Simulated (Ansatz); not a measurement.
Rb2H4Pt:
```xyz
14
Lattice="5.8665 0.0000 0.0000 0.0000 5.8665 0.0000 0.0000 0.0000 8.4178" Properties=species:S:1:pos:R:3 pbc="T T T"
Rb     0.0000     2.9333     2.1045
Rb     0.0000     2.9333     6.3134
Rb     2.9333     0.0000     2.1045
Rb     2.9333     0.0000     6.3134
H      2.9333     2.9333     2.5603
H      2.9333     2.9333     5.8575
H      0.0000     0.0000     6.7693
H      0.0000     0.0000     1.6486
H      1.7670     4.0996     4.2089
H      4.0996     1.7670     4.2089
H      4.7002     4.7002     0.0000
H      1.1663     1.1663     0.0000
Pt     2.9333     2.9333     4.2089
Pt     0.0000     0.0000     0.0000
```

Relaxed with r²SCAN. Special points in fractions of this cell's reciprocal vectors: Γ (0.000, 0.000, 0.000); X (0.000, 0.500, 0.000); M (0.500, 0.500, 0.000); Z (0.000, 0.000, 0.500); R (0.000, 0.500, 0.500); A (0.500, 0.500, 0.500).

### Question
List the band energies nearest the valence-band maximum at these points for the program Ansatz at the r²SCAN level (PAW).

### Answer
In eV from the valence-band maximum; about four levels below and three above (degenerate sets whole), none deeper than 8.9 eV; points with the same levels are listed once.

```
k                         below                above
-  ----------------------------  -------------------
Γ  -0.29 -0.29 -0.28 -0.24 0.00       3.85 4.88 4.88
X       -0.31 -0.31 -0.05 -0.05  3.98 3.98 5.04 5.04
M       -0.31 -0.31 -0.02 -0.02  3.92 3.92 4.07 4.07
Z       -0.28 -0.28 -0.08 -0.08  4.72 4.72 4.87 4.87
R       -0.30 -0.30 -0.05 -0.05  4.25 4.25 5.32 5.32
A       -0.31 -0.31 -0.01 -0.01  3.77 3.77 4.50 4.50
```

Space group P4_2/mnm. The first step of the workflow began from a Materials Project structure, measured or hypothetical; the Crystallography Open Database copy checked does not list it. Its standing as an ambient phase is unchecked. The r²SCAN relaxation kept the symmetry of its start; its stability against distortions is not shown here. The run is not spin-polarised. Scalar-relativistic: spin–orbit coupling is off unless named, which matters more the heavier the elements.

Potentials: the later of the program's two PAW sets.
